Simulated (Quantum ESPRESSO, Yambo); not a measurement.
Levels of theory for the gap of KMo$_{2}$AlO$_{8}$

KMo2AlO8 (space group P-3m1, No. 164): one geometry, one set of norm-conserving PBEsol (Quantum ESPRESSO, 84 Ry, scalar-relativistic) orbitals, self-energies from Yambo (3×3×2 Γ-centred k mesh, bands 3 to 226 and a 6 Ry block in the screening, 226 bands in G with the Bruneval-Gonze terminator, plasmon pole fitted at 27.2 eV).

The geometry is that of Materials Project entry mp-19352, symmetrised and not relaxed again.

| level | gap Γ → Γ (eV) | rough Yambo cost |
|---|---|---|
| PBEsol (Quantum ESPRESSO) | 3.68 | – |
| exchange only (Hartree-Fock self-energy on PBEsol orbitals) | 13.99 | about 1/10 (8 states) |
| static COHSEX@PBEsol | 7.15 | within a factor of two (2 states) |
| G0W0@PBEsol, plasmon pole | 6.34 | 1 (8 states) |

Bare exchange has no screening and gives the widest gap; static COHSEX screens it but leaves out the frequency dependence, which G0W0 restores.

Costs are rough ratios of core time on shared machines.

Nearest settings tried, and what they do to the gap: 97 bands in W, 97 bands in G: +182 meV; 115 bands in W: +79 meV; 1 Ry block (35 vectors against 329): +853 meV. Not varied: mesh. So the settings aren't converged at that level.

Spin-orbit splittings are left out.

The structure is a Materials Project entry; no match was found in the copy of COD used, and its stability was not checked.
